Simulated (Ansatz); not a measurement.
Notes on K₃ScB₂O₈

```xyz
14
Lattice="5.7155 0.0000 0.0000 -2.8577 4.9497 0.0000 0.0000 0.0000 7.4119" Properties=species:S:1:pos:R:3 pbc="T T T"
Sc    0.0000    0.0000    3.7060
B     2.8580    1.6498    5.5294
B    -0.0003    3.3000    1.8826
O     2.8580    1.6498    7.1525
O    -0.0003    3.3000    0.2594
O     1.4583    0.8420    4.9400
O     4.2571    0.8419    4.9400
O     2.8578    3.2658    4.9400
O     0.0001    1.6839    2.4719
O    -1.3995    4.1077    2.4719
O     1.3994    4.1078    2.4719
K     2.8580    1.6498    2.2998
K    -0.0003    3.3000    5.1122
K     0.0000    0.0000    0.0000
```

The numbers come from plane-wave PAW DFT (Ansatz): r2SCAN, no spin polarisation, 500 eV, 7×7×5 Γ-centred k points, fermi-dirac occupations (width 0.1 eV). Nothing was relaxed.

Q: Where is the largest force?

A: The largest is on O4 (and as large on other atoms): 5.13 eV/Å, components (0.00, 0.00, -5.13). It makes 0° with the line to a nearest neighbour, B2 at 1.62 Å, pointing towards it.

Q: Metal or insulator?

A: It is a metal, with about 16 states/eV a cell as the mean within 0.25 eV of the Fermi level, mostly O p (98 %).

Q: Is the cell too large or too small?

A: The pressure is -16.7 GPa (compression positive), so with the atoms held at these fractions the cell would first shrink; the forces are large, so a full relaxation may end otherwise.

Origin: a known structure type with other elements, at an estimated volume, so it need not be a known compound. Caveats: many states at the Fermi level without spin polarisation, so a magnetic state may lie lower; atoms or cell far from equilibrium.
